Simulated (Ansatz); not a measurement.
YMn2: which magnetic state is lowest?

Level of theory: Ansatz, DFT r2SCAN, scalar-relativistic, plane waves, PAW.

```
Y Mn
1.0
     0.00000    3.23017    3.23017
     3.23017    0.00000    3.23017
     3.23017    3.23017    0.00000
Y Mn
1 2
Direct
  0.00000 0.00000 0.00000
  0.50000 0.50000 0.50000
  0.75000 0.75000 0.75000
```

| Item | Value |
| --- | --- |
| plane-wave cutoff | 500 eV |
| Γ-centred k-mesh | 12×12×12 |
| occupation rule | Gaussian smearing, 0.1 eV |
| list of starting moments (μB, in atom order) | 0 4 4 |
| check for lower electronic states after the SCF | off |

All runs keep this geometry, which isn't relaxed for the lowest state (largest force there 0.000 eV/Å, pressure 2.2 GPa) and needn't be a stable compound; relaxing each order would shift the differences by some 100 meV/atom, going by the pressures and a bulk modulus of about 150 GPa. Signs run over the atoms with starting moments. r2SCAN tends to overstate moments in metals, so a weak moment here may be absent in the real material. Site moments are spin moments in atom-centred spheres that scale with the neighbour distance. The states are those that the runs reached from these starts; a lower one can exist.

| start | ends | energy above lowest (meV/atom) | site moments (μB) | gap on mesh (eV) | P (GPa) |
| --- | --- | --- | --- | --- | --- |
| no spin | non-magnetic | 1146 | none over 0.05 | metal | -17.6 |
| ferromagnetic | ferromagnetic | 184 | Y -0.25, Mn +3.98, Mn +3.71 | metal | 3.8 |
| antiferromagnetic in the cell, signs +- | ferrimagnetic | 0.00 | Y -0.07, Mn +4.18, Mn -3.88 | metal | 2.2 |

Cost: 3 runs of about 5 core-minutes in all, on Arm Neoverse V1 (shared hosts).